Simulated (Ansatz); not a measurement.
This run works on a generated trial structure, not on a known crystal.

Input and command of a plane-wave DFT calculation in Ansatz:

```yaml
crystal:
  lattice:
    - [3.99361893, 0.0, 0.0]
    - [-1.99680947, 3.45857545, 0.0]
    - [0.0, 0.0, 8.95654589]
  atoms:
    - { symbol: Ti, position: [0.0, 0.0, 0.0] }
    - { symbol: Ga, position: [0.5, 0.0, 0.5] }
    - { symbol: Ga, position: [0.0, 0.5, 0.5] }
    - { symbol: Ga, position: [0.5, 0.5, 0.5] }
    - { symbol: Ga, position: [0.0, 0.0, 0.70769734] }
    - { symbol: Ga, position: [0.0, 0.0, 0.29230266] }
    - { symbol: Ga, position: [0.0, 0.0, 0.5] }
basis:
  ecutwfc: 420
kpoints:
  mp_grid: { grid: [5, 5, 2] }
hamiltonian:
  xc: pbe
scf:
  occupations: { method: gaussian, width: 0.2 }
  lower_state_search: "off"
output:
  forces: true
  stress: true
  eigenvalues: true
relax:
  adjacent_minimum: "off"
  f_tol: 0.08
  max_steps: 16
  cell: { stress_tol: 0.8 }
```

```bash
ansatz run input.yaml --threads 1 --pin off --max-ram 2560MiB --backend cpu --events-out ev --progress --plain --runs-dir out
```

Processor: Intel(R) Xeon(R) Processor @ 2.70GHz, 1 thread, on a host shared with other jobs.

Question: How long does it run, and how much memory does it take?

Answer: About 98 s, peak memory 0.57 GiB. It solves 54 bands at 10 k points (after reduction by symmetry) with about 4959 plane waves (on the last cell), in 112 SCF iterations over 13 ionic steps.
